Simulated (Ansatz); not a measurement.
LaAsO3:
```
LaAsO3
1.0
    4.39095     0.00000     0.00000
    0.00000     5.28733     0.00000
   -1.65232     0.00000     5.95344
La As O
2 2 6
Cartesian
  0.31128   3.96550   4.17599
  2.42735   1.32183   1.77745
  0.10511   3.96550   0.84971
  2.63351   1.32183   5.10373
  2.72550   3.96550   0.70024
  0.01312   1.32183   5.25320
  0.28275   2.64824   2.03619
  2.45588   2.63909   3.91725
  2.45588   0.00457   3.91725
  0.28275   5.28275   2.03619
```

x, y and z are the axes in which the lattice vectors are written.

**Question.** Give the high-frequency dielectric tensor and the Born effective charge tensors of the independent atoms from DFPT, PBEsol (plane waves, PAW; program Ansatz).

**Answer.** 
ε∞:
```
5.29  0.00  0.08
0.00  5.02  0.00
0.08  0.00  5.00
```
Z* of atom 1 (La), rows: field, columns: displacement, in e:
```
4.37  0.00  0.09
0.00  3.96  0.00
0.02  0.00  4.56
```
Z* of atom 3 (As), rows: field, columns: displacement, in e:
```
3.16  0.00  0.62
0.00  2.85  0.00
0.57  0.00  2.41
```
Z* of atom 5 (O), rows: field, columns: displacement, in e:
```
-3.52   0.00  -0.20
 0.00  -1.80   0.00
-0.45   0.00  -1.76
```
Z* of atom 7 (O), rows: field, columns: displacement, in e:
```
-2.00   0.25  -0.25
 0.07  -2.50   0.51
-0.07   0.16  -2.60
```

Static charges for comparison (Bader): La1 +2.14, As3 +1.62, O5 -1.26, O7 -1.25 e. Born charges measure polarisation by displacement and can exceed these by far.

Space group P2_1/m. The first step of the workflow began from a Materials Project structure, measured or hypothetical; the Crystallography Open Database copy checked does not list it. Its standing as an ambient phase is unchecked. Symmetry was held in the PBEsol relaxation; its stability against distortions is not shown here. Spin–orbit coupling is left out wherever it is not named.

Potentials: the later of the program's two PAW sets.
